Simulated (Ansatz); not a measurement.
This cell of Na (bcc, W type) is off equilibrium:

```
CELL_PARAMETERS angstrom
     -4.19680     4.19680     4.19680
      2.09840    -2.09840     2.09840
      2.09840     2.09840    -2.09840
ATOMIC_POSITIONS crystal
  Na 0.02245 0.04491 0.30665
  Na 0.50000 0.00000 0.00000
```

Calculation: PBE (plane waves to 420 eV, PAW, scalar-relativistic; Ansatz, a first-principles code). k mesh 13×13×13 (Γ-centred), Fermi-Dirac smearing 0.05 eV. Energies are smeared free energies. Stress and pressure are positive under compression. With partly filled bands, energies and forces of such displacements shift with the k mesh and the smearing. Na was relaxed with its symmetry unable to fall. The PAW data are Ansatz's earlier set.

Q: What forces act on the atoms (eV/Å, Cartesian)?

A: 
```json
[
 {"atom": "Na1", "Fx": "-0.125", "Fy": "-0.088", "Fz": "-0.086"},
 {"atom": "Na2", "Fx": "0.125", "Fy": "0.088", "Fz": "0.086"}
]
```

Q: Give the stress tensor in GPa and the pressure.

A: 
```
   -0.5     -0.2      0.5
   -0.2      0.5      0.3
    0.5      0.3      0.5
```
The pressure, a third of the trace, is 0.2 GPa.

Q: In it atom 1 sits (0.643, 0.643, -0.455) Å away from its relaxed site. What is its energy relative to the relaxed cell?

A: 65 meV/cell.

(A displaced cell: forces are minus the slopes of the energy, force constants its curvatures, and phonons follow from these.)
